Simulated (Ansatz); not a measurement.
A geometry of Co away from equilibrium: step 2 of the relaxation of a relaxed Co cell, doubled along one cell vector, shaken by Gaussian noise of σ = 0.08 Å a coordinate. The numbers are results of PBEsol (plane waves to 420 eV, PAW, scalar-relativistic; Ansatz, a program for electronic structure), not measurements. Γ-centred k-mesh 5×10×13 on the run's cell (coarser than for final values), Fermi–Dirac smearing 0.05 eV.

```
Co
1.0
    7.82062     0.00949    -0.00654
   -1.95105     3.37081    -0.00122
   -0.00201    -0.00203     2.40256
Co
6
Direct
  0.00852   0.00574   0.04947
  0.51377   0.01664   0.01284
  0.16246   0.64243   0.51209
  0.67141   0.67774   0.45001
  0.33740   0.32741   0.49871
  0.84377   0.34740   0.53006
```
Spin-polarised start, with parallel moments on Co.

What forces act on the atoms (eV/Å)?


| atom | Fx | Fy | Fz |
|---|---|---|---|
| Co1 | -0.06 | -0.25 | -0.62 |
| Co2 | -0.35 | -0.35 | -0.37 |
| Co3 | 0.79 | 1.23 | 0.19 |
| Co4 | 0.23 | -0.11 | 0.34 |
| Co5 | 0.12 | -0.06 | 0.23 |
| Co6 | -0.72 | -0.45 | 0.23 |

What is the pressure?

+1.2 GPa, compression positive.

Spin state reached: ferromagnetic (net 1.62 μB/atom), from parallel starting moments; other spin orders were not run from this start.

The end of the path is a generated cell of Co: the first start was made by placing the elements on the sites of a structure type, and the end was not matched to a known phase here, so it may be hypothetical. Known forms of Co include space group No. 194.
